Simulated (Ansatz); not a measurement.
Relaxed WC (WC type, space group P-6m2):

```
CELL_PARAMETERS angstrom
      2.92196     0.00000     0.00000
     -1.46098     2.53050     0.00000
      0.00000     0.00000     2.84728
ATOMIC_POSITIONS crystal
  W  0.00000 0.00000 0.00000
  C  0.66667 0.33333 0.50000
```

Scan: atom 2 (C, nearest neighbour W at 2.207 Å; its periodic images, 2.8 Å or more away, move with it) is displaced along Cartesian [110], direction (0.707, 0.707, 0.000) in Cartesian axes, by s. The other atoms stay.

The numbers are results of PBE (plane waves to 420 eV, PAW, scalar-relativistic; Ansatz, an electronic-structure program), not measurements. k mesh 15×15×13 (Γ-centred), Fermi-Dirac smearing 0.05 eV. The energy includes the smearing's −TS. Left out: 1 of 11 points, with atoms too close for the PAW data. With partly filled bands, energies and forces of such displacements shift with the k mesh and the smearing. Spin-orbit coupling is left out, though W is heavy. The PAW data are Ansatz's earlier set. WC is run without spin polarisation. WC was relaxed with its symmetry unable to fall. ΔE is measured from the undisplaced structure. The last digit holds for this mesh only.

| s (Å) | ΔE (meV/cell) |
|---|---|
| -0.528 | 2152.1 |
| -0.396 | 1243.2 |
| -0.264 | 553.5 |
| -0.132 | withheld |
| 0.000 | 0.0 |
| 0.132 | 125.1 |
| 0.264 | 469.0 |
| 0.396 | 967.8 |
| 0.528 | 1529.6 |
| 0.660 | 2051.9 |

### Question
Fit a polynomial form (powers 2, 3, 4) to the given rows and predict ΔE at s = -0.132.

### Answer
Least squares on the 9 given rows: ΔE = (7544)·s² + (-2116)·s³ + (-3313)·s⁴, in meV/cell with s in Å; root-mean-square residual 4.61 meV/cell. At -0.132 the fit gives 135.3 meV/cell; the calculation gives 135.6 meV/cell, so the interpolation is off by -0.3 (-0.2 %). The quadratic term alone would give 131.4 meV/cell.

(A displaced cell: forces are minus the slopes of the energy, force constants its curvatures, and phonons follow from these.)
